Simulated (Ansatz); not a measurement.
Here is the system:

Sr₂GaSbO₆:
```
Sr2GaSbO6
1.0
    0.00000     3.93611     3.93611
    3.93611     0.00000     3.93611
    3.93611     3.93611     0.00000
Sr Ga Sb O
2 1 1 6
Direct
  0.25000   0.25000   0.25000
  0.75000   0.75000   0.75000
  0.00000   0.00000   0.00000
  0.50000   0.50000   0.50000
  0.75048   0.24952   0.75048
  0.24952   0.75048   0.24952
  0.75048   0.24952   0.24952
  0.24952   0.75048   0.75048
  0.75048   0.75048   0.24952
  0.24952   0.24952   0.75048
```

This is the PBEsol-relaxed structure.

Task: All from PBEsol (plane waves, PAW; program Ansatz), unless another level is named. Predict the Born charges (a third of the trace).

Result: Sr +2.58, Ga +3.83, Sb +4.63, O -2.27 e.

Task: Next, the electronic dielectric constant ε∞ (DFPT)?

Result: 4.42.

Task: What about the Bader charges?

Result: Sr +1.58, Ga +1.97, Sb +2.91, O -1.34 e.

Space group Fm-3m. The workflow started from a Materials Project entry (that database holds measured and hypothetical structures alike); the Crystallography Open Database copy checked does not list it. Whether it is the stable phase at ambient conditions was not checked. Symmetry was held in the PBEsol relaxation; its stability against distortions is not shown here. Spin–orbit coupling is left out wherever it is not named.

Potentials: the later of the program's two PAW sets.
